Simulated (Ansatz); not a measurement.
## Phonons of GdB2 (AlB2-type structure)

The computed numbers are results of PBEsol, scalar-relativistic (collinear spin) in the plane-wave PAW code Ansatz at 420 eV, Gaussian smearing of 0.15 eV; PAW files: Ansatz's generated set soft_2.

```xyz
3
Lattice="3.2643 0.0000 0.0000 -1.6321 2.8270 0.0000 0.0000 0.0000 3.9057" Properties=species:S:1:pos:R:3 pbc="T T T"
Gd    0.0000    0.0000    0.0000
B     0.0000    1.8846    1.9528
B     1.6321    0.9423    1.9528
```

The compound is reported in the structure type of the start.

Moments typed, the run going on from the state of an earlier one (μB, in the order of the atoms): 7.67, 0.0, 0.0.

The spin moment ends at 7.24 μB for each cell as shown.

Force constants come from finite displacements in a 2×2×2 supercell (the unit cell's 12×12×10 k-mesh, folded to it); the long-range dipole term is not included. Points in reciprocal vectors of this cell: Γ = (0.000, 0.000, 0.000), M = (0.500, 0.000, 0.000), K = (0.333, 0.333, 0.000), A = (0.000, 0.000, 0.500), L = (0.500, 0.000, 0.500), H = (0.333, 0.333, 0.500).

Task: Is the structure dynamically stable along this path, and where does the spectrum end?

Result: Yes: no branch is imaginary beyond numerical noise. The highest frequency is 661 cm⁻¹, at M. Points that don't fit the supercell are interpolated.

Frequencies at the named points (cm⁻¹, imaginary ones negative):
```tsv
point	ω (cm⁻¹)
Γ	0 0 0 326 326 337 585 592 592
M	110 126 158 459 461 504 517 537 661
K	130 139 139 483 483 523 559 559 588
A	125 125 162 303 303 407 518 637 637
L	105 123 147 398 461 512 526 539 641
H	93 142 142 465 465 525 546 546 572
```

Task: What does the harmonic approximation give for the vibrational free energy, entropy and heat capacity?

Result: Zero-point energy 70.3 meV/atom.
```tsv
T (K)	F_vib (meV/atom)	S (J/K per mole of atoms)	C_V (J/K per mole of atoms)
100	68.5	5.0	7.3
200	59.6	12.2	14.1
300	43.4	18.8	18.5
400	20.9	24.5	20.9
500	-7.0	29.3	22.2
600	-39.5	33.4	22.9
700	-76.1	37.0	23.4
800	-116.0	40.1	23.8
900	-159.1	42.9	24.0
1000	-205.0	45.5	24.2
```

The highest mode, 661 cm⁻¹, is worth 950 K. At 300 K the heat capacity has reached 74 % of the classical limit 3R = 24.9 J/K per mole of atoms, since the stiffer modes are still partly frozen out.

The crystal is a metal or nearly so; low and unstable modes depend on mesh and smearing.

Cost: 2.6 min on 4 threads of Intel(R) Xeon(R) 6975P-C (Granite Rapids) (shared host), peak memory 4.2 GiB.

Without a U the 4f levels of Gd lie too near the Fermi level, so their share of the states there, and what hangs on it, is overstated. These numbers lack spin–orbit coupling. Site moments are of spin, integrated over atomic spheres. Only parallel moments were tried, so the real magnetic order may be another.
